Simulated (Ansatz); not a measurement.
## H4NF: pressure and gap against volume

A database entry relaxed whole under r2SCAN (P6_3mc):

```yaml
crystal:
  lattice:
    - [4.42895, 0.00000, 0.00000]
    - [-2.21448, 3.83558, 0.00000]
    - [0.00000, 0.00000, 7.16463]
  atoms:
    - { symbol: H, position: [0.33333, 0.66667, 0.22913] }
    - { symbol: H, position: [0.66667, 0.33333, 0.72913] }
    - { symbol: H, position: [0.46135, 0.53865, 0.42259] }
    - { symbol: H, position: [0.92271, 0.46135, 0.92259] }
    - { symbol: H, position: [0.46135, 0.92271, 0.42259] }
    - { symbol: H, position: [0.53865, 0.46135, 0.92259] }
    - { symbol: H, position: [0.07729, 0.53865, 0.42259] }
    - { symbol: H, position: [0.53865, 0.07729, 0.92259] }
    - { symbol: N, position: [0.33333, 0.66667, 0.37443] }
    - { symbol: N, position: [0.66667, 0.33333, 0.87443] }
    - { symbol: F, position: [0.33333, 0.66667, 0.99719] }
    - { symbol: F, position: [0.66667, 0.33333, 0.49719] }
```

The cell was scaled uniformly, its shape held, and the atoms relaxed at each volume with plane-wave PAW DFT (Ansatz 0.2.0; r2SCAN, 500 eV, 6×6×4 Γ-centred mesh, fermi-dirac occupations of width 0.020 eV; no spin, no spin-orbit coupling). One row is withheld.

| volume (Å³/atom) | energy over the lowest (meV/atom) | pressure (GPa) | gap over mesh and path (eV) |
| --- | --- | --- | --- |
| 9.534 | 3.9 | 2.19 | 6.727 |
| 9.737 | 1.6 | 1.39 | 6.673 |
| 9.940 | 0.4 | 0.64 | 6.617 |
| 10.142 | 0.0 | -0.01 | 6.561 |
| 10.345 | 0.4 | -0.57 | 6.504 |
| 10.548 | ? | ? | ? |
| 10.751 | 3.1 | -1.53 | 6.389 |

Problem. Fit the pressures of the other rows to the third-order Birch-Murnaghan form.

Solution. With f = [(V₀/V)^(2/3) − 1]/2 and P = 3B₀f(1 + 2f)^(5/2)[1 + 3(B₀′ − 4)f/2], least squares gives V₀ = 10.14 Å³ an atom, B₀ = 30.4 GPa and B₀′ = 4.9; the rows miss the fit by 0.01 GPa. The slope of the energies differs from these pressures by less than 0.05 GPa.

Problem. How does the gap move with volume?

Solution. A parabola in ln(V/V₀) through the other rows has the slope dE_g/d ln V = -2.8 eV at V₀, so by B₀ the gap moves by +93 meV a GPa at this fixed shape: it widens under pressure.

Problem. What does the withheld row hold?

Solution. The fit gives -1.08 GPa at 10.548 Å³; the run gave -1.07 GPa and 1.4 meV an atom. Its gap is 6.446 eV, against 6.447 eV from the parabola.

Caveats: the shape of the cell was held, so B₀ is an upper bound where the axes differ in stiffness; 0 K, fixed nuclei; the symmetry was kept, and this need not be the phase that is stable at 0 K; one mesh for all volumes; the slope of the gap can be off by tens of per cent, more where shallow d levels or spin-orbit coupling act on the edges; no dispersion correction, so weakly bound layers stand too far apart; pressure is positive in compression.
